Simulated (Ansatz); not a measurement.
The start is a generated cell, ZnSnP2 placed in the chalcopyrite structure type. The cell and all atomic positions are relaxed at zero pressure with PBEsol (plane waves to 420 eV, PAW, scalar-relativistic; Ansatz, an electronic-structure program). The first steps use a coarse 6×6×6 k-mesh.

Input geometry:
```yaml
crystal:
  lattice:
    - [-2.79143, 2.79143, 5.50105]
    - [2.79143, -2.79143, 5.50105]
    - [2.79143, 2.79143, -5.50105]
  atoms:
    - { symbol: Zn, position: [0.75000, 0.25000, 0.50000] }
    - { symbol: Zn, position: [0.00000, 0.00000, 0.00000] }
    - { symbol: Sn, position: [0.25000, 0.75000, 0.50000] }
    - { symbol: Sn, position: [0.50000, 0.50000, 0.00000] }
    - { symbol: P, position: [0.13240, 0.12500, 0.50740] }
    - { symbol: P, position: [0.61760, 0.62500, 0.49260] }
    - { symbol: P, position: [0.37500, 0.86760, 0.99260] }
    - { symbol: P, position: [0.87500, 0.38240, 0.00740] }
```

- Initial pressure: +6.2 GPa (positive: the cell is compressed)
- Largest initial force: 2.21 eV/Å, on P5, P6, P7, P8 (atoms numbered as listed)
- Outcome: The space group stays I-42d (No. 122) (the run could not lower it); the end is chalcopyrite type, with 8 atoms in the primitive cell
- Energy released: 0.11 eV/atom
- Volume change: +4.0 %, from 21.43 to 22.28 Å³/atom
- Shortest distances (start → end): The closest pairs of elements (up to four, under 3.6 Å), start → end: P–Zn 2.43 → 2.36 Å; P–Sn 2.38 → 2.52 Å
- Band gap at the end: 0.80 eV, direct at Γ (no spin-orbit coupling)
- Optimiser moves: 3

The end point of the relaxation:

Space group I-42d (No. 122); a = b = 5.6213 Å, c = 11.2811 Å, α = β = γ = 90.00°

| atom | site | symmetry | x | y | z |
|---|---|---|---|---|---|
| Zn | 4a | -4.. | 0.0000 | 0.0000 | 0.0000 |
| Sn | 4b | -4.. | 0.0000 | 0.0000 | 0.5000 |
| P | 8d | .2. | 0.2500 | 0.2744 | 0.3750 |
(The calculation used a cell of 8 atoms; values per cell refer to that cell.)

Final values are on a 8×8×8 k-mesh of the relaxed cell. No spin polarisation in the result.

The run could not lose the symmetry of its start; a randomly shaken copy of 8 atoms returns to this structure.
